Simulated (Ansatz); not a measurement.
Ansatz (an electronic-structure program) input:

Ansatz 0.2 input:
```yaml
crystal:
  lattice:
    - [-1.8447397758, 1.8447397758, 9.2408951057]
    - [1.8447397758, -1.8447397758, 9.2408951057]
    - [1.8447397758, 1.8447397758, -9.2408951057]
  atoms:
    - { symbol: Hf, position: [0.9074497918, 0.9074497918, 0.0] }
    - { symbol: Hf, position: [0.0925502082, 0.0925502082, 0.0] }
    - { symbol: Hf, position: [0.5, 0.5, 0.0] }
    - { symbol: Te, position: [0.3362405828, 0.3362405828, 0.0] }
    - { symbol: Te, position: [0.6637594172, 0.6637594172, 0.0] }
kpoints:
  mp_grid: { grid: [16, 16, 16] }
hamiltonian:
  xc: r2scan
  dispersion: d4
  pseudopotentials: { kind: paw }
scf:
  occupations: { method: gaussian, width: 0.05 }
checkpoint: { read: metal.run }
output: { write_density: true, elf: true, volumetric_format: npy }
basis: { fft_grid_basis: typed }
```

Output (shortened):

```
Pseudopotential: Hf, paw, valence charge 26
Pseudopotential: Te, paw, valence charge 16
Functional definition: r2SCAN
Crystal: 5 atoms, lattice volume = 125.789 Å³
Basis set: ecut = 500 eV, 3173 PW (Γ), exchange–correlation on 288×288×288 points (64 copies of the dense FFT grid, shifted against one another)
Bands: 66, of which v1, the nominal top of the filled ones, is band 55 counted from 1 (54 counted from 0)
Symmetry: 16 space group operations
Space group: I4/mmm (ITA 139), of the structure as read, at distance tolerance 5.0e-5 Å
k-points: 349 of 4096
Stability of the state it starts from, as read at its close in the unpolarized treatment …
iter 1 solved again at ethr=1.27e-7 eV; its pass at ethr=3.10e-3 eV (dr2=1.40e-4 eV) is discarded
SCF iter   1: F=—  HF=-61192.858909 eV  |F-HF|=—  |Δ(HF+E_count)|=         —  Δρ=4.33e-7  dr2=4.96e-10  dr2_τ=1.58e-11  ethr=1.27e-7  ⟨swp⟩=4.0  Hψ=145626  notcnv=0
preconditioner: auto → LDOS
SCF iter   2: F=—  HF=-61192.859028 eV  |F-HF|=—  |Δ(HF+E_count)|=   1.19e-4  Δρ=4.91e-7  dr2=1.72e-9  dr2_τ=1.91e-11  ethr=1.00e-12  ⟨swp⟩=7.6  Hψ=100089  notcnv=0
SCF iter   3: F=-61192.859028 eV  HF=-61192.859028 eV  |F-HF|=7.28e-11  |Δ(HF+E_count)|=  2.91e-10  Δρ=2.06e-7  dr2=7.87e-11  dr2_τ=3.80e-12  ethr=1.00e-12  ⟨swp⟩=1.0  Hψ=64945  notcnv=0
SCF 1 converged in 3 iterations: F = -61192.859028 eV  dr2 = 7.87e-11
SCF converged after 3 iterations
Free energy (F): -61192.859028 eV
Harris-Foulkes:  -61192.859028 eV  (|F-HF|=7.28e-11)
Internal energy: -61192.856665 eV  (E = F + TS)
E sigma→0 (E₀):  -61192.857846 eV
Entropy (-TS):   -0.002363 eV (-0.473 meV/atom)
Fermi energy:    15.617870 eV
--- Per-component energies (eV) ---
  E_band       = -614.358778
  E_kinetic    = 1634.087909
  E_local      = -23558.985475  (includes V_loc(G=0)·N_el)
  E_nonlocal   = -4367.332791
  E_hartree    = 11620.222880
  E_xc         = -1081.220071
  E_vxc        = -1103.989845  (∫ρ·V_xc dr)
  E_paw        = -30227.670685  (= ΣΔE_a)
  E_vpaw       = 3484.683164  (= ΣTr[D̂ρ^β])
  E_aug_tail   = -0.000079  (compensation charges beyond the density's cutoff)
  E_vtau       = 56.733614  (kinetic-family band-sum trace: ∫τ·v_τ [+ j·A + Jᵃ·Aᵃ] dr)
  E_ewald      = -15212.953083
  E_disp       = -0.539548  (pairwise vdW)
  E_core_change = 1.534276  (= ΣΔE_core)
  E_smearing   = -0.002363  (= −TS)
  E_closure    = 0.000000  (closes the sum)
  Σ components = -61192.859028   (vs F -61192.859028, Δ=0.00e0)
  [band-id]    e_kinetic+e_local+e_nonlocal+2·e_hartree+e_vxc+e_vpaw+e_augmentation_tail+e_vtau = -614.357742   (vs E_band -614.358778, Δ=1.04e-3)
--- Band table (eV; the first three rows and the last of 349) ---
  k-point 0: bands = ["-48.3371", "-48.3313", "-47.6843", "-22.3931", "-22.3920", "-22.3837", "-22.3833", "-22.3822", "-22.3822", "-22.3806", "-22.3806", "-22.3732", "-22.3728", "-16.4044", "-16.3647", "-16.3647", "-16.3481", "-16.3098", "-16.3098", …
  k-point 1: bands = ["-48.3367", "-48.3311", "-47.6843", "-22.3928", "-22.3917", "-22.3843", "-22.3838", "-22.3824", "-22.3819", "-22.3808", "-22.3804", "-22.3724", "-22.3720", "-16.4131", "-16.3695", "-16.3565", "-16.3545", "-16.3133", "-16.3133", …
  k-point 2: bands = ["-48.3357", "-48.3305", "-47.6842", "-22.3919", "-22.3908", "-22.3857", "-22.3851", "-22.3829", "-22.3815", "-22.3812", "-22.3804", "-22.3701", "-22.3698", "-16.4247", "-16.3834", "-16.3765", "-16.3480", "-16.3232", "-16.3138", …
  k-point 348: bands = ["-48.3371", "-48.3313", "-47.6843", "-22.3931", "-22.3921", "-22.3837", "-22.3833", "-22.3822", "-22.3822", "-22.3806", "-22.3806", "-22.3732", "-22.3728", "-16.4042", "-16.3647", "-16.3647", "-16.3483", "-16.3098", "-16.3098", …
```

Cost: about 5 core-minutes (a rough figure) on shared cores.

The workflow started from a Materials Project entry (that database holds measured and hypothetical structures alike); the Crystallography Open Database copy checked does not list it. Whether it is the stable phase at ambient conditions was not checked. Symmetry was held in the r²SCAN+D4 relaxation; whether a distortion lowers the energy is not shown. The run is not spin-polarised. Scalar-relativistic: spin–orbit coupling is off unless named, which matters more the heavier the elements.

Potentials: the later of the program's two PAW sets.

Ansatz is a plane-wave DFT program.
